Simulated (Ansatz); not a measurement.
SnSe2: gradients before and after relaxing the atoms

Start: an entry of the Crystallography Open Database (COD), taken as it stands.

```
Sn Se
1.0
     3.81100    0.00000    0.00000
    -1.90550    3.30042    0.00000
     0.00000    0.00000    6.13600
Sn Se
1 2
Direct
  0.00000 0.00000 0.00000
  0.33333 0.66667 0.24900
  0.66667 0.33333 0.75100
```

Atom numbers follow the list; atoms alike are taken as one site, whose name carries the number of the first.

Method: Kohn–Sham DFT in Ansatz, PBE, plane waves and PAW, scalar-relativistic, 420 eV cutoff, Γ-centred 13×13×7 k-points, Fermi–Dirac smearing 0.02 eV.

The largest force at the start is 0.79 eV/Å. Relaxing the ions at fixed cell moves them by 0.078 Å at most (atom 3, Se) and 0.064 Å rms. End positions:

```
CELL_PARAMETERS angstrom
3.81100 0.00000 0.00000
-1.90550 3.30042 0.00000
0.00000 0.00000 6.13600
ATOMIC_POSITIONS crystal
Sn 0.00000 0.00000 0.00000
Se 0.33333 0.66667 0.26170
Se 0.66667 0.33333 0.73830
```

```tsv
site	atom	moved (Å)	first shell before	first shell after	V_zz before (10²¹ V/m²)	η before
Sn	1	0.000	6 Se at 2.68 Å	6 Se at 2.72 Å	0.29	0.00
Se	2	0.078	3 Sn at 2.68 Å	3 Sn at 2.72 Å	-10.00	0.00
```

Task: How do the gradients change?

Result: 

```csv
site,atom,V_zz after,η after,change of V_zz
Sn,1,-0.18,0.00,-0.47
Se,2,-4.64,0.00,+5.36
```

The largest change of V_zz is on Se, from -10.00 to -4.64. In per cent, |V_zz| changes by -54 on Se (all sites that start above 0.5). V_zz changes sign on Sn (same axis).

Without spin–orbit coupling (the program notes it for Sn) the gradients can shift somewhat, as the gap is small.
